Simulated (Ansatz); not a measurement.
Data:

YSi$_{2}$Ni$_{2}$:
```xyz
5
Lattice="-1.9749 1.9749 4.7417 1.9749 -1.9749 4.7417 1.9749 1.9749 -4.7417" Properties=species:S:1:pos:R:3 pbc="T T T"
Y      0.0000     0.0000     0.0000
Si     0.0000     0.0000     5.9586
Si     0.0000     0.0000     3.5248
Ni     1.9749     0.0000     2.3708
Ni     0.0000     1.9749     2.3708
```

This is the r²SCAN-relaxed structure.

Question: All from plane-wave PAW r²SCAN (Ansatz code), unless another level is named. Give the electronic character.

Answer: metallic (no gap).

Question: Give the formation energy from the elements (no fitted shifts).

Answer: -85 kJ/mol of atoms.

Question: What about the density of states at the Fermi level?

Answer: 0.61 states/eV per atom (mean over ±0.08 eV).

Space group I4/mmm. The first step of the workflow began from a Materials Project structure, measured or hypothetical; the Crystallography Open Database files this formula in space group No. 139, but the cells were not matched. Its standing as an ambient phase is unchecked. The cell was relaxed with r²SCAN under the symmetry of its start; its stability against distortions is not shown here. No spin polarisation was allowed. The references are the lowest solids computed at this level, not always the standard phases. Spin–orbit coupling is left out wherever it is not named.

Potentials: the later of the program's two PAW sets.
